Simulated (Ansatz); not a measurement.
BaZrO$_{3}$ (cubic perovskite)

```
BaZrO3
1.0
    4.20507     0.00000     0.00000
    0.00000     4.20507     0.00000
    0.00000     0.00000     4.20507
Ba Zr O
1 1 3
Direct
  0.00000   0.00000   0.00000
  0.50000   0.50000   0.50000
  0.50000   0.00000   0.50000
  0.00000   0.50000   0.50000
  0.50000   0.50000   0.00000
```

This relaxed cell (volume V₀) is scaled evenly in all directions, its shape held. Symmetry pins the atoms to their sites.

Calculation: r2SCAN (plane waves to 500 eV, PAW, scalar-relativistic; Ansatz, a quantum-chemistry and plane-wave program). k mesh 8×8×8 (Γ-centred), Fermi-Dirac smearing 0.05 eV. Energies are smeared free energies. BaZrO3 is run without spin polarisation. BaZrO3 was relaxed with its symmetry unable to fall. The zero of ΔE is the relaxed starting cell.

```
V (Å³/atom)  ΔE (meV/atom)
-----------  -------------
12.492               264.4
13.087               137.0
13.682                56.2
14.277                13.0
14.871                 0.0
15.466                11.3
16.061                42.3
16.656                89.1
17.251               148.6
```

Question: What is the fitted pressure derivative B₀′?

Answer: 4.4.

Question: What bulk modulus B₀ follows from a third-order Birch-Murnaghan fit?

Answer: 163 GPa. Check by three points about V = 14.871 Å³/atom, step 0.595: d²E/dV² ≈ (13.0 − 2·0.0 + 11.3) meV / 0.595² = 0.0687 eV/Å⁶, and V·d²E/dV² × 160.2 = 164 GPa.

(A scan under strain: stresses follow from slopes of the energy per volume, elastic moduli from its curvatures.)
